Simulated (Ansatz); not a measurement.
# Sn₃Bi: pressure against volume

Sn₃Bi, Pm-3m, a = 4.849 Å. The structure is a Materials Project entry; whether it is the stable form wasn't checked. Ansatz: r2SCAN, PAW, 500 eV, Γ-centred 10×10×10 mesh on 4 atoms, Gaussian smearing 0.10 eV; no spin polarisation. Symmetry fixes shape and atoms, so the cell is only scaled; pressure is positive in compression.

| V (Å³/atom) | P (GPa) |
| --- | --- |
| 26.799 | 3.68 |
| 27.655 | 1.66 |
| 28.510 | -0.02 |
| 29.365 | -1.41 |
| 30.220 | ? |

Q: Take V0 = 28.510 Å³/atom, count pressures from its P0 = -0.02 GPa, fit the third-order Birch–Murnaghan form to the other rows, and predict the missing pressure.

A: With the Eulerian strain f = ½[(V0/V)^(2/3) − 1] and y = (P − P0)/[3f(1 + 2f)^(5/2)], the form is the line y = B0 + 1.5 B0 (B0′ − 4) f. Rows (f, y): 0.02106, 52.8; 0.01025, 51.9; -0.00975, 49.9. Means f = 0.007187, y = 51.533; Σ(Δf)² = 0.0004887, ΣΔfΔy = 0.04636; the slope is their ratio. y = 50.85 + 94.86 f GPa, so B0 = 50.9 GPa and B0′ = 4 + 2 × (94.86)/(3 × 50.85) = 5.24. At V = 30.220, f = -0.01904, y = 49.04 and P = -2.56 GPa. The run gave -2.55 GPa, so the fit is 0.01 GPa too low, a small miss on the scale of the series. The form still works here, 33 % of the fitted range beyond its end.

Spin–orbit coupling is left out, which can shift energies with elements as heavy as these.